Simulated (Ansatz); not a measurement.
# BaNaSbSe₃ — 123Sb nuclear quadrupole resonance

Cell: a diffraction structure from the COD, ions relaxed with PBE at fixed cell.

Space group P2_1/c (No. 14); a = 6.2910, b = 14.8000, c = 8.0720 Å, β = 105.48°.

```
site  Wyckoff  site symmetry       x       y       z
  Na       4e              1  0.7479  0.2855  0.0745
  Ba       4e              1  0.1745  0.4203  0.7799
  Sb       4e              1  0.3772  0.4010  0.3386
Se13       4e              1  0.2601  0.2781  0.1038
Se17       4e              1  0.1958  0.6190  0.6053
Se21       4e              1  0.3016  0.5446  0.1434
```

One atom of each set is listed.

Level of theory: DFT, r2SCAN, plane waves and PAW, scalar-relativistic, 500 eV cutoff, Γ-centred 5×2×4 k-points, Fermi–Dirac smearing 0.02 eV (Ansatz 0.2.0).

123Sb: I = 7/2, Q = -692.0 mb (year-2017 value). Static lattice, zero field.

Question: The simulated lines lie at 29.8, 49.9, 76.3 MHz. What are |C_Q|, η and |V_zz| at Sb?

Answer: For I = 7/2 and η = 0 the lines are |C_Q|/14 times 1, 2 and 3; η shifts the lowest up most. Here |C_Q| = 358 MHz, η = 0.22 and |V_zz| = 21.4 × 10²¹ V/m². The calculation gives V_zz negative; the lines don't show the sign. The site has 3 Se at 2.59–2.62 Å.

At Sb V_zz stands upright on the plane through its three neighbours (within 12°).

The largest force is 0.3 eV/Å, so the atoms aren't at the calculated equilibrium and relaxing them would move these values. Without spin–orbit coupling (the program notes it for Sb) the gradients are little affected as a rule: paired runs on crystals with a gap mostly move them by under 2 % at such atoms. With these PAW files V_zz is typically within 2 to 3 % of all-electron values, but misses above 10 % occur on Sb.

The run took 1.7 min of wall time (6.8 min of CPU time) and 6.5 GiB at its peak, on 4 threads of Intel Xeon Platinum 8488C (Sapphire Rapids) (x86_64; 48 cores open to the job, memory cap 8.0 GiB, no GPU), a shared host with a load of 0.3 a core.
